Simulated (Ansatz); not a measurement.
Computed properties of SrCd2As2

SrCd2As2:
```
CELL_PARAMETERS angstrom
      4.43489     0.00000     0.00000
     -2.21744     3.84072     0.00000
      0.00000     0.00000     7.33304
ATOMIC_POSITIONS crystal
  Sr 0.00000 0.00000 0.00000
  Cd 0.33333 0.66667 0.63212
  Cd 0.66667 0.33333 0.36788
  As 0.66667 0.33333 0.75110
  As 0.33333 0.66667 0.24890
```

Space group P-3m1 (No. 164); conventional cell a = b = 4.435 Å, c = 7.333 Å, α = β = 90.00°, γ = 120.00°.

Method: PBEsol in the plane-wave PAW code Ansatz. The cell and atoms are relaxed at this level. Other levels are named where they apply.

**Cell and energy**

* **Volume per atom**: 24.98 Å³
* **Density**: 6.15 g/cm³
* **Formation energy from the elements (no fitted shifts)**: -0.63 eV/atom

**Electronic structure**

- Band gap: 0.19 eV (direct)
- Valence-band maximum: at Γ
- Conduction-band minimum: at Γ
- Electron effective mass: 0.018, 0.018, 0.072 mₑ (principal values)
- Hole effective mass, band 1 of 2 at the edge: 0.44 along x, 0.57 along z (mₑ)
- Hole effective mass, band 2 of 2 at the edge: 0.017 along x, 0.57 along z (mₑ)
- HSE06 gap on the PBEsol cell: 1.02 eV
- Gap with spin–orbit coupling: 0.09 eV

**Mechanics**

* **Bulk modulus (Birch–Murnaghan fit)**: 52.7 GPa
* **Pressure derivative B′**: 4.5

The first step of the workflow began from a Materials Project structure, measured or hypothetical; the Crystallography Open Database copy checked does not list it. Whether it is the stable phase at ambient conditions was not checked. The PBEsol relaxation kept the symmetry of its start; whether a distortion lowers the energy is not shown. The references are the lowest solids computed at this level, not always the standard phases. Spin–orbit coupling is left out wherever it is not named.

Potentials: the later of the program's two PAW sets.
